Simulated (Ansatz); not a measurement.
**NaLiTi3O7: ⁴⁹Ti NMR of the central transition**

Cell: a computed structure from the Materials Project (it need not be an observed phase).

```cif
data_NaLiTi3O7
_symmetry_space_group_name_H-M 'Fmmm'
_symmetry_Int_Tables_number 69
_cell_length_a 5.7704
_cell_length_b 11.3354
_cell_length_c 16.6403
_cell_angle_alpha 90.000
_cell_angle_beta 90.000
_cell_angle_gamma 90.000
loop_
_atom_site_label
_atom_site_type_symbol
_atom_site_symmetry_multiplicity
_atom_site_Wyckoff_symbol
_atom_site_fract_x
_atom_site_fract_y
_atom_site_fract_z
Na Na 8 h 0.5000 0.6307 0.5000
Li Li 8 i 0.5000 0.5000 0.6835
Ti5 Ti 8 f 0.7500 0.7500 0.7500
Ti7 Ti 16 m 0.5000 0.8730 0.6089
O11 O 16 m 0.5000 0.6339 0.7640
O15 O 16 j 0.7500 0.7500 0.6317
O19 O 16 n 0.2238 0.5000 0.6059
O23 O 8 h 0.5000 0.8342 0.5000
```

One atom of each set is listed; the run and its k-mesh use a cell of 24 atoms with edges of 10.07, 8.81, 6.36 Å.

The numbers come from a DFT calculation in Ansatz (PBE, plane waves and PAW, scalar-relativistic, 420 eV cutoff, Γ-centred 4×4×4 k-points, Fermi–Dirac smearing 0.02 eV).

⁴⁹Ti has I = 7/2 and Q = 247.0 mb (Pyykkö 2018); at 23.5 T its Larmor frequency is ν₀ = 56.5 MHz. Only the quadrupole interaction is simulated: positions count from each site's isotropic chemical shift, and J coupling is left out, as are shift anisotropy and dipolar coupling, which fast spinning averages.

(1) Give C_Q, η, the quadrupolar product P_Q = |C_Q|(1 + η²/3)^½, the second-order isotropic shift and the breadth of the pattern (fast magic-angle spinning) for each Ti site.

## Answers

(1) 

```json
{"site": "Ti5", "first shell": "6 O at 1.97 Å", "C_Q (MHz)": "9.68", "η": "0.04", "P_Q (MHz)": "9.68", "δ_QIS (ppm)": "-74.9", "breadth (kHz)": "9.19"}
{"site": "Ti7", "first shell": "6 O at 1.86–2.12 Å", "C_Q (MHz)": "-8.47", "η": "0.47", "P_Q (MHz)": "8.78", "δ_QIS (ppm)": "-61.6", "breadth (kHz)": "8.08"}
```

δ_QIS = −(ν_Q²/30ν₀²)[I(I+1) − 3/4](1 + η²/3) × 10⁶ ppm with ν_Q = 3|C_Q|/[2I(2I−1)]; it falls as 1/B₀² in ppm, and the breadth as 1/B₀ in kHz.

Hardware: 1 thread of AMD EPYC 9R45 (Zen 5) (x86_64; 90 cores open to the job, memory cap 2.5 GiB, no GPU), a shared host with a load of 0.5 a core. Wall time 25 s, CPU time 25 s, peak memory 1 GiB.
